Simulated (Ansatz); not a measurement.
HfTe₂:
```
CELL_PARAMETERS angstrom
      1.91621     1.10632     6.82793
     -1.91621     1.10632     6.82793
      0.00000    -2.21265     6.82793
ATOMIC_POSITIONS crystal
  Hf 0.00000 0.00000 0.00000
  Te 0.24649 0.24649 0.24649
  Te 0.75351 0.75351 0.75351
```

This is the LDA-relaxed structure.

**Question.** All from DFT-LDA in the program Ansatz with PAW potentials, unless another level is named. Give the electronic character.

**Answer.** metallic (no gap).

**Question.** And the density of states at the Fermi level?

**Answer.** 0.30 states/eV per atom (mean over ±0.08 eV).

**Question.** Give the formation energy from the elements (no fitted shifts).

**Answer.** -0.79 eV/atom.

Space group R-3m. The cell is a constructed one: a structure type filled with these elements; neither database checked (COD, Materials Project) lists it. Whether it is the stable phase at ambient conditions was not checked. The cell was relaxed with LDA under the symmetry of its start; its stability against distortions is not shown here. The run is not spin-polarised. A crystal of weakly bound layers computed without a dispersion correction: the cell and the soft elastic constants depend strongly on that. The references are the lowest solids computed at this level, not always the standard phases. Scalar-relativistic: spin–orbit coupling is off unless named, which matters more the heavier the elements.

Potentials: the later of the program's two PAW sets.
